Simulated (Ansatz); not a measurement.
A crystal relaxed with r2SCAN+rVV10 in Ansatz has space group P6_3/mmc (No. 194) and a = 3.170 Å, c = 12.491 Å.

```tsv
atom	site	x	y	z
Xx	2d	0.6667	0.3333	0.2500
S	4f	0.6667	0.3333	0.6249
```

The r2SCAN gap is indirect, 1.15 eV (Γ to K–Γ (0.48 of the way from K)), below the direct gap of 1.90 eV at K. HSE06 gives an indirect gap of 1.57 eV, from Γ to K–Γ (0.48 of the way from K); the least direct gap is 2.26 eV at K. Meshes: r2SCAN 12×12×2, HSE06 6×6×2. r2SCAN's ε∞ is 13.3 along x and y, 5.4 along z.

Task: Which element is Xx?
A. W
B. Cr
C. Mo

Result: A. Xx is W: a 6-atom cell of WS2 built on the 2H bulk structure (relaxed group P6_3/mmc). W has 6 S at 2.41 Å; S has 3 W at 2.41 Å.

No spin polarisation and no zero-point or thermal motion.

Spin-orbit coupling is left out, which matters wherever the heavy atoms make up the band edges.

Where an edge lies off the special points, it is a point of the mesh or the k point where a search put PBE's edge or least direct gap, reused for the other functionals, whose own edges may lie a little apart.

The meshes of the hybrids are coarse, so their gaps aren't converged to the digits shown.

For a response run the program warns that the ground state's bands aren't all converged, so ε∞ carries an extra error.
